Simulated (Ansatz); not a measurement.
The end point of a relaxation of SiO$_{2}$. All values below come from PBEsol (plane waves to 420 eV, PAW, scalar-relativistic; Ansatz, an electronic-structure program).

```cif
data_O6Si3
_chemical_formula_sum 'O6 Si3'
_space_group_name_H-M_alt 'P 1'
_space_group_IT_number 1
_cell_length_a 4.47556
_cell_length_b 4.47556
_cell_length_c 3.99145
_cell_angle_alpha 90.000
_cell_angle_beta 90.000
_cell_angle_gamma 120.000
loop_
_space_group_symop_operation_xyz
  'x, y, z'
loop_
_atom_site_label
_atom_site_type_symbol
_atom_site_fract_x
_atom_site_fract_y
_atom_site_fract_z
_atom_site_occupancy
O1 O 0.33717 0.33717 0.25745 1
O2 O 0.66283 0.00000 0.25745 1
O3 O 0.00000 0.66283 0.25745 1
O4 O 0.66283 0.66283 0.74255 1
O5 O 0.33717 0.00000 0.74255 1
O6 O 0.00000 0.33717 0.74255 1
Si1 Si 0.00000 0.00000 0.00000 1
Si2 Si 0.66667 0.33333 0.50000 1
Si3 Si 0.33333 0.66667 0.50000 1
```

### Question
Find the space group and the Wyckoff positions (tolerance 0.01 Å).

### Answer
Space group P-31m (No. 162); a = b = 4.4756 Å, c = 3.9914 Å, α = β = 90.00°, γ = 120.00°

```json
[
 {"atom": "O", "site": "6k", "symmetry": "..m", "x": "0.3372", "y": "0.3372", "z": "0.2574"},
 {"atom": "Si", "site": "1a", "symmetry": "-3.m", "x": "0.0000", "y": "0.0000", "z": "0.0000"},
 {"atom": "Si", "site": "2d", "symmetry": "3.2", "x": "0.3333", "y": "0.6667", "z": "0.5000"}
]
```

This is the AFLOW prototype AB2_hP9_162_ad_k (as in V2N).

### Question
Give the shortest distances between elements (the closest pairs, up to four, under 3.6 Å).

### Answer
O–Si 1.77 Å; O–O 2.42 Å; Si–Si 2.58 Å.

| Quantity | Result |
|---|---|
| Volume per atom | 7.69 Å³ |
| Band gap | 4.77 eV, direct at Γ (no spin-orbit coupling) |

No spin polarisation in the result.

The run could not lose the symmetry of its start.

It was reached from a disturbed copy of a P-62m (No. 189) cell, against which it lies -759 meV/atom.

The first start was generated by placing the elements on the sites of a structure type. Materials Project lists a structure of SiO2 in the same space group, P-31m (No. 162); the sites were not compared with it, nor with measured phases. Known forms of SiO2 include space group No. 92, 136, 152, 154.
